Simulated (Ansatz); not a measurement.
Starting cell, BP (zinc blende):

```
BP
1.0
    0.00000     4.54829     4.54829
    2.27414     0.00000     2.27414
    2.27414     2.27414     0.00000
P B
2 2
Direct
  0.37500   0.75000   0.75000
  0.87500   0.75000   0.75000
  0.00000   0.00000   0.00000
  0.50000   0.00000   0.00000
```

The atoms are displaced by Q × the pattern below (from a DFPT mode at L = (0.5, 0.0, 0.0), largest move 1; Q in Å), at fixed cell. (q is in reciprocal vectors of the primitive cell; the cell shown is doubled to hold the pattern.)

```
atom       x       y       z
----  ------  ------  ------
P1    -0.577   0.577   0.577
P2     0.577  -0.577  -0.577
B3     0.065  -0.065  -0.065
B4    -0.065   0.065   0.065
```

Level of theory: PBE (plane waves to 420 eV, PAW, scalar-relativistic; Ansatz, a program for electronic structure). k mesh 6×12×12 (Γ-centred), Fermi-Dirac smearing 0.05 eV. BP was relaxed with its symmetry unable to fall. The PAW data are Ansatz's earlier set. 

| Q (Å) | −dE/dQ from forces (eV/Å) |
|---|---|
| -0.100 | 5.942 |
| -0.083 | 4.928 |
| -0.067 | 3.928 |
| -0.050 | 2.937 |
| -0.033 | 1.953 |
| -0.017 | 0.976 |
| 0.000 | 0.000 |
| 0.017 | -0.976 |
| 0.033 | -1.953 |
| 0.050 | -2.937 |
| 0.067 | -3.928 |
| 0.083 | -4.928 |
| 0.100 | -5.942 |

Problem. What harmonic wavenumber does the curvature at Q = 0 give?

Solution. 506 cm⁻¹. E″ = 58.51 eV/Å², M = Σ mᵢ|uᵢ|² = 62.2 u, ν̃ = 521.5·√(|E″|/M).

(A displaced cell: forces are minus the slopes of the energy, force constants its curvatures, and phonons follow from these.)
